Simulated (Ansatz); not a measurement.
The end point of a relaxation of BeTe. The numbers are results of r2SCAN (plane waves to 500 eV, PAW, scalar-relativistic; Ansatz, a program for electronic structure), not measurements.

```cif
data_Be6Te6
_chemical_formula_sum 'Be6 Te6'
_space_group_name_H-M_alt 'P 1'
_space_group_IT_number 1
_cell_length_a 3.99499
_cell_length_b 3.99499
_cell_length_c 19.64476
_cell_angle_alpha 90.000
_cell_angle_beta 90.000
_cell_angle_gamma 120.000
loop_
_space_group_symop_operation_xyz
  'x, y, z'
loop_
_atom_site_label
_atom_site_type_symbol
_atom_site_fract_x
_atom_site_fract_y
_atom_site_fract_z
_atom_site_occupancy
Be1 Be 0.00000 0.00000 0.99999 1
Be2 Be 0.00000 0.00000 0.49999 1
Be3 Be 0.66667 0.33333 0.83264 1
Be4 Be 0.33333 0.66667 0.33264 1
Be5 Be 0.66667 0.33333 0.16650 1
Be6 Be 0.33333 0.66667 0.66650 1
Te1 Te 0.00000 0.00000 0.87458 1
Te2 Te 0.00000 0.00000 0.37458 1
Te3 Te 0.66667 0.33333 0.70813 1
Te4 Te 0.33333 0.66667 0.20813 1
Te5 Te 0.66667 0.33333 0.04186 1
Te6 Te 0.33333 0.66667 0.54186 1
```

Question: Determine the symmetry and give the standard cell with its independent sites.

Answer: Space group P6₃mc (No. 186); a = 3.9950 Å, b = 3.9950 Å, c = 19.6448 Å, α = 90.00°, β = 90.00°, γ = 120.00°

```tsv
atom	site	symmetry	x	y	z
Be	2a	3m.	0.0000	0.0000	0.0000
Be	2b	3m.	0.3333	0.6667	0.3326
Be	2b	3m.	0.6667	0.3333	0.1665
Te	2a	3m.	0.0000	0.0000	0.3746
Te	2b	3m.	0.3333	0.6667	0.2081
Te	2b	3m.	0.6667	0.3333	0.0419
```

This is the AFLOW prototype AB_hP12_186_a2b_a2b (B6, as in SiC).

Question: Give the shortest distances between elements (the closest pairs, up to four, under 3.6 Å).

Answer: Be–Te 2.45 Å.

- Volume per atom = 22.63 Å³
- Density = 5.01 g/cm³
- Band gap = 2.58 eV, indirect (valence top at Γ, conduction bottom at M) (no spin-orbit coupling)
- Smallest direct gap = 3.39 eV at Γ

No spin polarisation in the result. Without spin-orbit coupling the bands of the heavy element are not split, so the gap can be far off.

The run could not lose the symmetry of its start.

The first start was generated by placing the elements on the sites of a structure type. Materials Project lists a structure of BeTe in the same space group, P6₃mc (No. 186); the sites were not compared with it, nor with measured phases.
